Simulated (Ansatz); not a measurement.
Exchange couplings of GdCu (Pm-3m)

The geometry is a structure as deposited in COD, held fixed and not relaxed.

Functional, mesh and filling: LDA, 12×12×12 k mesh, Fermi–Dirac smearing of 0.05 eV. AE-PAW is all-electron PAW in Ansatz 0.2.0 on datasets made for the crystal. Site moments are integrated in spheres about the atoms.

The run was typed so:

```yaml
crystal:
  lattice:
    - [3.502, 0.0, 0.0]
    - [0.0, 3.502, 0.0]
    - [0.0, 0.0, 3.502]
  atoms:
    - { symbol: Gd, position: [0.5, 0.5, 0.5], spin: 6.9 }
    - { symbol: Cu, position: [0.0, 0.0, 0.0] }
magnetization:
  spin_polarized: true
kpoints:
  mp_grid: { grid: [12, 12, 12] }
  band_path:
    path:
      - [0.0, 0.0, 0.0]
      - [0.0, 0.5, 0.0]
      - [0.5, 0.5, 0.0]
      - [0.0, 0.0, 0.0]
      - [0.5, 0.5, 0.5]
      - [0.0, 0.5, 0.0]
      - [0.5, 0.5, 0.5]
      - [0.5, 0.5, 0.0]
    npoints: 8
scf:
  occupations: { method: fermi_dirac, width: 0.05 }
hamiltonian:
  xc: lda
  pseudopotentials: { kind: all_electron, datasets: crystal }
output:
  eigenvalues: false
  eigenstates:
    nscf_kmesh: { grid: [12, 12, 12] }
    top_band: c31
    exchange_couplings: { magnetic: [{ species: Gd }] }
```

Command: `ansatz run input.yaml --threads 2 --pin off --max-ram 5120MiB --backend cpu --events-out ev --progress --plain --runs-dir out`

Site moments (μB): Gd1 6.94, Cu2 0.01. Cell moment 7.08 μB.

Couplings come from the force theorem (directions of the magnetic atoms constrained, all else relaxed) on a 12×12×12 mesh, with E = −Σ J e_i·e_j over ordered pairs of unit vectors, so positive J favours parallel moments.

```json
{"pair": "Gd1–Gd at 3.50 Å", "count": "6", "J AE-PAW (meV)": "-0.93", "J, frozen-core files (meV)": "-1.00"}
{"pair": "Gd1–Gd at 4.95 Å", "count": "12", "J AE-PAW (meV)": "-0.21", "J, frozen-core files (meV)": "-0.22"}
{"pair": "Gd1–Gd at 6.07 Å", "count": "8", "J AE-PAW (meV)": "+0.95", "J, frozen-core files (meV)": "+0.96"}
{"pair": "Gd1–Gd at 7.00 Å", "count": "6", "J AE-PAW (meV)": "+0.50", "J, frozen-core files (meV)": "+0.51"}
{"pair": "Gd1–Gd at 7.83 Å", "count": "24", "J AE-PAW (meV)": "-0.06", "J, frozen-core files (meV)": "-0.06"}
{"pair": "Gd1–Gd at 8.58 Å", "count": "24", "J AE-PAW (meV)": "-0.18", "J, frozen-core files (meV)": "-0.18"}
{"pair": "Gd1–Gd at 9.91 Å", "count": "12", "J AE-PAW (meV)": "+0.03", "J, frozen-core files (meV)": "+0.03"}
{"pair": "Gd1–Gd at 10.51 Å, set 1", "count": "6", "J AE-PAW (meV)": "-0.20", "J, frozen-core files (meV)": "-0.21"}
{"pair": "Gd1–Gd at 10.51 Å, set 2", "count": "24", "J AE-PAW (meV)": "+0.05", "J, frozen-core files (meV)": "+0.05"}
```

Pairs at one distance with different couplings are listed as sets.

The program reports that this state isn't the lowest of its own couplings. The gain of the softest rotation is smaller than what its band sum leaves out of a whole turn, though, so more bands could change its sign.

The couplings come from one mesh, and their convergence in k wasn't tested.

Without U a semilocal functional puts the f levels too near the Fermi level, which can change moments and the order of magnetic states; site and cell moments are spin moments. Spin–orbit coupling is left out although heavy atoms are present. With open f shells a run can end in a state that isn't the lowest. The program couldn't verify every level among the many empty bands that the force theorem sums over. None of this fixes the real material's magnetic order: only patterns that fit the cell were computed, at zero temperature, with a functional that can overstate moments.
